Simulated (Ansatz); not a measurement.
WC (WC type, space group P-6m2)

```
CELL_PARAMETERS angstrom
      2.92196     0.00000     0.00000
     -1.46098     2.53050     0.00000
      0.00000     0.00000     2.84728
ATOMIC_POSITIONS crystal
  W  0.00000 0.00000 0.00000
  C  0.66667 0.33333 0.50000
```

This relaxed cell (volume V₀) is scaled evenly in all directions, its shape held. Symmetry pins the atoms to their sites.

All values below come from PBE (plane waves to 420 eV, PAW, scalar-relativistic; Ansatz, a first-principles code). k mesh 18×18×16 (Γ-centred), Fermi-Dirac smearing 0.05 eV. E stands for the smeared free energy. Compression counts positive. With the shape held, the modulus is that of even scaling; a crystal free to change shape is softer. Spin-orbit coupling is left out, though W is heavy. The PAW data are Ansatz's earlier set. WC is run without spin polarisation. WC was relaxed with its symmetry unable to fall. ΔE is measured from the relaxed starting cell. The last digit holds for this mesh only.

```
V (Å³/atom)  ΔE (meV/atom)
-----------  -------------
9.895                 50.9
10.053            withheld
10.211                12.0
10.369                 2.9
10.526                 0.0
10.684                 2.8
10.842                10.8
11.000                23.8
11.158                41.3
```

Task: Fit a third-order Birch-Murnaghan form (E₀, V₀, B₀, B₀′ free) to the given rows and predict ΔE at V = 10.053.

Result: Least squares on the 8 given rows: ΔE = E₀ + (9V₀B₀/16)·y²·[2 + (B₀′ − 4)y], y = (V₀/V)^(2/3) − 1, with V₀ = 10.526 Å³/atom, B₀ = 386.6 GPa (160.2 GPa = 1 eV/Å³; the term in eV is multiplied by 1000), B₀′ = 4.25, E₀ = -0.01 meV/atom; root-mean-square residual 0.04 meV/atom. At 10.053 the fit gives 27.8 meV/atom; the calculation gives 27.9 meV/atom, so the interpolation is off by -0.1 (-0.4 %). For the pressure the fit gives 19.6 GPa against the computed 19.6 GPa.

(A scan under strain: stresses follow from slopes of the energy per volume, elastic moduli from its curvatures.)
